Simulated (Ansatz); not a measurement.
## Two inputs for MgTi₈O₁₆

This input was run with Ansatz:

```yaml
crystal:
  lattice:
    - [5.3327151099, 0.0, 0.0]
    - [0.0005288721, 5.6034366344, 0.0]
    - [0.3263786831, 0.2993568052, 9.2884919532]
  atoms:
    - { symbol: Mg, position: [0.5, 0.5, 0.5] }
    - { symbol: Ti, position: [0.914855, 0.622048, 0.646531] }
    - { symbol: Ti, position: [0.383117, 0.391464, 0.877871] }
    - { symbol: Ti, position: [0.622313, 0.073723, 0.358308] }
    - { symbol: Ti, position: [0.134422, 0.879722, 0.119949] }
    - { symbol: Ti, position: [0.085145, 0.377952, 0.353469] }
    - { symbol: Ti, position: [0.616883, 0.608536, 0.122129] }
    - { symbol: Ti, position: [0.377687, 0.926277, 0.641692] }
    - { symbol: Ti, position: [0.865578, 0.120278, 0.880051] }
    - { symbol: O, position: [0.543287, 0.59094, 0.718266] }
    - { symbol: O, position: [0.051313, 0.396146, 0.772702] }
    - { symbol: O, position: [0.953239, 0.102237, 0.267645] }
    - { symbol: O, position: [0.444536, 0.900177, 0.229315] }
    - { symbol: O, position: [0.456713, 0.40906, 0.281734] }
    - { symbol: O, position: [0.948687, 0.603854, 0.227298] }
    - { symbol: O, position: [0.046761, 0.897763, 0.732355] }
    - { symbol: O, position: [0.555464, 0.099823, 0.770685] }
    - { symbol: O, position: [0.185778, 0.144716, 0.988392] }
    - { symbol: O, position: [0.666689, 0.833074, 0.50241] }
    - { symbol: O, position: [0.311666, 0.649332, 0.005567] }
    - { symbol: O, position: [0.824506, 0.342245, 0.49183] }
    - { symbol: O, position: [0.814222, 0.855284, 0.011608] }
    - { symbol: O, position: [0.333311, 0.166926, 0.49759] }
    - { symbol: O, position: [0.688334, 0.350668, 0.994433] }
    - { symbol: O, position: [0.175494, 0.657755, 0.50817] }
kpoints:
  mp_grid: { grid: [6, 6, 4] }
scf:
  occupations: { method: tetrahedron_uncorrected }
hamiltonian:
  xc: pbe
  pseudopotentials: { kind: paw }
  hubbard: { sites: [{ species: Ti, l: d, u_eff: 4.0 }], double_counting: fll }
output:
  forces: true
  stress: true
  populations: true
  efg:
    quadrupole_moments_barn: { Mg: 0.1994, Ti: 0.247, O: -0.02558 }
    contact_densities: true
  write_density: true
  write_potential: true
  elf: true
  volumetric_format: npy
total_charge: -1
```

```sh
ansatz run input.yaml --threads 2 --pin off --max-ram 5120MiB --backend cpu --events-out ev --progress --plain --runs-dir out
```

It converged. Of its output the block on the nuclei alone is shown, without the SCF iterations, energies, forces and stress (one atom of each set):

```
--- PAW observables at the nuclei: V_zz in 10²¹ V/m², potentials from the cell's mean, atoms counted from 1 ---
  atom   1  Mg V_zz =    -2.270565   η = 0.8860   by run symmetry: allowed   C_q = -10.9475 MHz
            electrostatic potential = -1105.134363 V   contact ρ = 7797.032818 e/Å³
  atom   2  Ti V_zz =    +2.065794   η = 0.7159   by run symmetry: allowed   C_q = +12.3378 MHz
            electrostatic potential = -2526.101521 V   contact ρ = 56792.410805 e/Å³
  atom   3  Ti V_zz =    +2.147422   η = 0.3770   by run symmetry: allowed   C_q = +12.8253 MHz
            electrostatic potential = -2526.415760 V   contact ρ = 56789.764715 e/Å³
  atom   4  Ti V_zz =    +2.110757   η = 0.6179   by run symmetry: allowed   C_q = +12.6064 MHz
            electrostatic potential = -2525.924813 V   contact ρ = 56792.055661 e/Å³
  atom   5  Ti V_zz =    +1.878427   η = 0.3818   by run symmetry: allowed   C_q = +11.2188 MHz
            electrostatic potential = -2526.089790 V   contact ρ = 56791.687514 e/Å³
  atom  10  O  V_zz =    -2.140344   η = 0.2462   by run symmetry: allowed   C_q = +1.3238 MHz
            electrostatic potential = -624.438574 V   contact ρ = 2156.483706 e/Å³
  atom  11  O  V_zz =    -2.550278   η = 0.4990   by run symmetry: allowed   C_q = +1.5774 MHz
            electrostatic potential = -624.449899 V   contact ρ = 2156.925862 e/Å³
  atom  12  O  V_zz =    -2.866430   η = 0.8355   by run symmetry: allowed   C_q = +1.7729 MHz
            electrostatic potential = -624.243493 V   contact ρ = 2157.036084 e/Å³
  atom  13  O  V_zz =    -3.061646   η = 0.4795   by run symmetry: allowed   C_q = +1.8937 MHz
            electrostatic potential = -624.314831 V   contact ρ = 2157.072028 e/Å³
  atom  18  O  V_zz =    -2.798704   η = 0.6880   by run symmetry: allowed   C_q = +1.7311 MHz
            electrostatic potential = -624.591383 V   contact ρ = 2156.894558 e/Å³
  atom  19  O  V_zz =    +2.184645   η = 0.9529   by run symmetry: allowed   C_q = -1.3513 MHz
            electrostatic potential = -624.258091 V   contact ρ = 2156.751359 e/Å³
  atom  20  O  V_zz =    -2.707136   η = 0.1449   by run symmetry: allowed   C_q = +1.6744 MHz
            electrostatic potential = -624.392592 V   contact ρ = 2157.094637 e/Å³
  atom  21  O  V_zz =    -3.406705   η = 0.9344   by run symmetry: allowed   C_q = +2.1071 MHz
            electrostatic potential = -624.534435 V   contact ρ = 2156.675390 e/Å³
```

(1) Can these gradients be trusted, and how do they compare with a run on standard settings?

## Answers

(1) Only as results of these settings. Against the standard input the change is `scf.occupations.width`: 0.05 → not typed; `scf.occupations.method`: fermi_dirac → tetrahedron_uncorrected; `total_charge`: not typed → -1; `hamiltonian.hubbard`: not typed → {sites: [{species: Ti, l: d, u_eff: 4.0}], double_counting: fll}. A site carries the number of its first atom; V_zz in 10²¹ V/m².

| site | atom | V_zz standard | η standard | V_zz here | η here |
| --- | --- | --- | --- | --- | --- |
| Mg | 1 | -2.19 | 0.90 | -2.27 | 0.89 |
| Ti2 | 2 | -2.98 | 0.84 | 2.07 | 0.72 |
| Ti3 | 3 | 0.93 | 0.79 | 2.15 | 0.38 |
| Ti4 | 4 | 2.28 | 0.71 | 2.11 | 0.62 |
| Ti5 | 5 | -0.95 | 0.72 | 1.88 | 0.38 |
| O11 | 11 | -2.11 | 0.63 | -2.55 | 0.50 |
| O12 | 12 | 2.54 | 0.72 | -2.87 | 0.84 |
| O13 | 13 | -2.30 | 0.54 | -3.06 | 0.48 |
| O18 | 18 | 1.93 | 0.98 | -2.80 | 0.69 |
| O19 | 19 | 2.27 | 0.76 | 2.18 | 0.95 |
| O20 | 20 | -1.87 | 0.43 | -2.71 | 0.14 |
| O21 | 21 | 3.35 | 0.86 | -3.41 | 0.93 |

The largest change of V_zz along a kept axis is on O20, from -1.87 to -2.71. The whole tensor moves most on Ti3, by 2.77 along its most changed direction. In per cent, |V_zz| changes by +3 on Mg, -7 on Ti, -4 to +33 on O (all sites that start above 2, bar those whose gradient vanishes or changes sign or whose main axis turns by over 40°). Where |V_zz| stays above 0.1 and the axes keep their order, η moves most on O20, from 0.43 to 0.14. On O21, Ti2, O12, O18, Ti5, Ti3 the largest principal value lies along another axis in the second run, so the two V_zz can't be compared directly. The table leaves out 1 of the 13 sites, with |V_zz| up to 2.19; their tensors move by 0.26 at most along any direction. The statements above cover all sites. The changed cell holds a charge of -1 on a uniform background, so it isn't the neutral crystal. It has an odd number of electrons and no spin polarisation, so the extra carrier is shared by both spins and spread out, where a real one carries spin and can localise. At these positions the changed run has forces up to 0.8 eV/Å, so its atoms aren't at their own equilibrium. SCF iterations: 11 and 17. New warnings: band table not solved further, filled band counts differ across k points.

On the reference run: The run finds no gap above 0.1 eV (a metal, or nearly one), so the gradients can move by 10 % or more with the k-mesh. Semilocal functionals can leave a metal where correlation in the d or f shell opens a gap in the real compound, and that would change the values at and beside Ti.
